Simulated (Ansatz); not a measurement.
MgB2:
```cif
data_B2Mg
_chemical_formula_sum 'Mg1 B2'
_space_group_name_H-M_alt 'P6/mmm'
_space_group_IT_number 191
_space_group_name_Hall '-P 6 2'
_cell_length_a 3.06495
_cell_length_b 3.06495
_cell_length_c 3.52272
_cell_angle_alpha 90.000
_cell_angle_beta 90.000
_cell_angle_gamma 120.000
loop_
_atom_site_label
_atom_site_type_symbol
_atom_site_symmetry_multiplicity
_atom_site_Wyckoff_symbol
_atom_site_fract_x
_atom_site_fract_y
_atom_site_fract_z
_atom_site_occupancy
Mg1 Mg 1 a 0.00000 0.00000 0.00000 1
B1 B 2 d 0.33333 0.66667 0.50000 1
```

Relaxed with r²SCAN.

Problem. Decompose the optical modes at the zone centre into irreducible representations, and say which are infrared and Raman allowed.

Solution. Point group 6/mmm: Γ_opt = A2u + B1g + E1u + E2g. Infrared: A2u, E1u. Raman: E2g.

Problem. Assign frequencies (DFPT, the program Ansatz at the r²SCAN level (PAW)).

Solution. E1u 339, A2u 402, E2g 575, B1g 707 cm⁻¹.

Subscripts of B labels follow the axes of the standard setting.

The r²SCAN relaxation kept the symmetry of its start; of distortions, only those at the zone centre were tested. As this level gives no gap, phonon frequencies hold no LO–TO term and depend on the k-mesh and smearing (Fermi–Dirac, 0.1 eV here).

Potentials: the later of the program's two PAW sets.
